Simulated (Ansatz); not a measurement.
AlNi (CsCl type)

```xyz
2
Lattice="2.8622 0.0000 0.0000 0.0000 2.8622 0.0000 0.0000 0.0000 2.8622" Properties=species:S:1:pos:R:3 pbc="T T T"
Al     0.0000     0.0000     0.0000
Ni     1.4311     1.4311     1.4311
```

The slice is a {110} plane (indices of the conventional cell) through the point (0.500, 0.500, 0.500) (fractional), spanned by u = [100] and v = [011] in vectors of this cell: u (2.86 Å) and v (4.05 Å, at 90° to u). It covers one period; positions are fractions (u, v).

These are PBEsol (plane waves to 420 eV, PAW, scalar-relativistic; Ansatz, an electronic-structure program) values and carry that method's errors. k mesh 16×16×16. These are valence fields of a PAW run, semicore shells included where kept as valence: close to a nucleus they are smooth pseudo fields. AlNi is run without spin polarisation. AlNi was relaxed with its symmetry unable to fall.

Problem. What is the valence density on the shortest Al–Ni line in this plane (2.48 Å), at its midpoint?

Solution. 0.31 e/Å³.

Problem. The ELF has a maximum in the middle third of the Al–Ni line. Where, and how high?

Solution. 0.51, 1.0 Å from Al.

Problem. What is the ELF at the midpoint of the shortest Al–Ni line in this plane (2.48 Å)?

Solution. 0.4.

Problem. Predict the map of the valence electron density on the slice.

Solution. 
```
|@@@@%%**++--::::::::::::--++**%%@@|
|%%%%##++==--::::::::::::--==++##%%|
|****++==--::::::::::::::::--==++**|
|++++==----::::::::::::::::----==++|
|------::::::::::::::::::::::::----|
|::::::::::::::::::::::::::::::::::|
|::::::::::::::........::::::::::::|
|::::::::::::............::::::::::|
|....::::........    ........::::..|
|............            ..........|
|............            ..........|
|............            ..........|
|............            ..........|
|............            ..........|
|....::::........    ........::::..|
|::::::::::::............::::::::::|
|::::::::::::::........::::::::::::|
|::::::::::::::::::::::::::::::::::|
|------::::::::::::::::::::::::----|
|++++==----::::::::::::::::----==++|
|****++==--::::::::::::::::--==++**|
|%%%%##++==--::::::::::::--==++##%%|
|@@@@%%**++--::::::::::::--++**%%@@|
|@@@@%%**++--::::::::::::--++**%%@@|
```
Scale: ten equal steps from -1.22 (start of ' ') to 1.78 (end of '@'), in the order ' .:-=+*#%@'. Values: log₁₀ of the valence density in e/Å³. The map has 17 points along u (two characters each, u = 0 at the left) and 24 along v (v = 0 in the bottom row). The scale is logarithmic, as a density can span decades between atoms and voids.
